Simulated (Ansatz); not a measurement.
Ca2Nb2O6F: field gradients at two levels of theory

Cell: an entry of the Crystallography Open Database (COD) whose atoms were relaxed with PBE, the cell held.

Space group Fd-3m:1 (No. 227); a = 10.3930 Å.

| site | Wyckoff | site symmetry | x | y | z |
| --- | --- | --- | --- | --- | --- |
| Ca | 16d | .-3m | 0.1250 | 0.1250 | 0.6250 |
| Nb | 16c | .-3m | 0.6250 | 0.6250 | 0.1250 |
| O | 48f | 2.mm | 0.2933 | 0.5000 | 0.0000 |
| F | 8b | -43m | 0.0000 | 0.0000 | 0.5000 |

One atom of each set is listed; the run and its k-mesh use a cell of 22 atoms with edges of 7.35, 7.35, 7.35 Å.

First run. Computed with Ansatz: DFT, PBE, plane waves and PAW, scalar-relativistic, 420 eV cutoff, Γ-centred 6×6×6 k-points, Fermi–Dirac smearing 0.05 eV.

```csv
site,V_zz (10²¹ V/m²),η
Ca,-0.86,0.00
Nb,8.84,0.00
O,-0.56,0.25
```

Second run. The same atoms and settings, except that the functional is r2SCAN and the cutoff is 500 eV.

Task: Given the first result, estimate the second.

Result: 

```tsv
site	V_zz	η	change of V_zz
Ca	-0.91	0.00	-0.05
Nb	8.10	0.00	-0.74
O	-0.61	0.06	-0.05
```

The largest change of V_zz is on Nb, from 8.84 to 8.10. In per cent, |V_zz| changes by -8 on Nb (all sites that start above 2). Where |V_zz| stays above 0.1, η moves most on O, from 0.25 to 0.06. Sites without a gradient aren't listed.

With no gap above 0.1 eV, as in a metal, the gradients converge slowly in k; expect changes of a tenth or more on a denser mesh. Without spin–orbit coupling (the program notes it for Nb) the gradients can shift somewhat, as the gap is small. Semilocal functionals can leave a metal where correlation in the d or f shell opens a gap in the real compound, and that would change the values at and beside Nb.
